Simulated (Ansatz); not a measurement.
The relaxed structure here is a generated cell of TePb: the first start was made by placing the elements on the sites of a structure type, and the end was not matched to a known phase here, so it may be hypothetical. Known forms of TePb include space group No. 225.

The end point of a relaxation of TePb. Calculation: PBE (plane waves to 420 eV, PAW, scalar-relativistic; Ansatz, an electronic-structure program).

```xyz
6
Lattice="6.8493 3.9544 1.4948 -6.8493 3.9544 1.4948 0.0000 -7.9088 1.4948" Properties=species:S:1:pos:R:3 pbc="T T T"
Te     0.0000    -5.3855     1.1270
Te    -4.6640     2.6928     1.1270
Te     4.6640     2.6928     1.1270
Pb     0.0000    -2.3296     1.6934
Pb    -2.0175     1.1648     1.6934
Pb     2.0175     1.1648     1.6934
```

Task: Determine the symmetry and give the standard cell with its independent sites.

Result: Space group R3m, hexagonal axes (No. 160); a = 13.699 Å, b = 13.699 Å, c = 4.484 Å, α = 90.00°, β = 90.00°, γ = 120.00°

```json
[
 {"atom": "Te", "site": "9b", "symmetry": ".m", "x": "0.4540", "y": "0.2270", "z": "0.2513"},
 {"atom": "Pb", "site": "9b", "symmetry": ".m", "x": "0.1964", "y": "0.0982", "z": "0.3776"}
]
```

This is the AFLOW prototype AB_hR6_160_b_b (B13, as in NiS).

Task: Give the shortest distances between elements (the closest pairs, up to four, under 3.6 Å).

Result: Pb–Te 3.11 Å.

- Volume per atom = 40.49 Å³
- Band gap = 0.31 eV, indirect (valence top at 11 % of the way from Γ to L, conduction bottom at 20 % of the way from P2 to Γ) (no spin-orbit coupling)
- Smallest direct gap = 0.88 eV at P2

No spin polarisation in the result. Spin-orbit coupling is missing; with elements this heavy it can move band edges by tenths of an eV or more.

The run could not lose the symmetry of its start, so the end can be a saddle point.
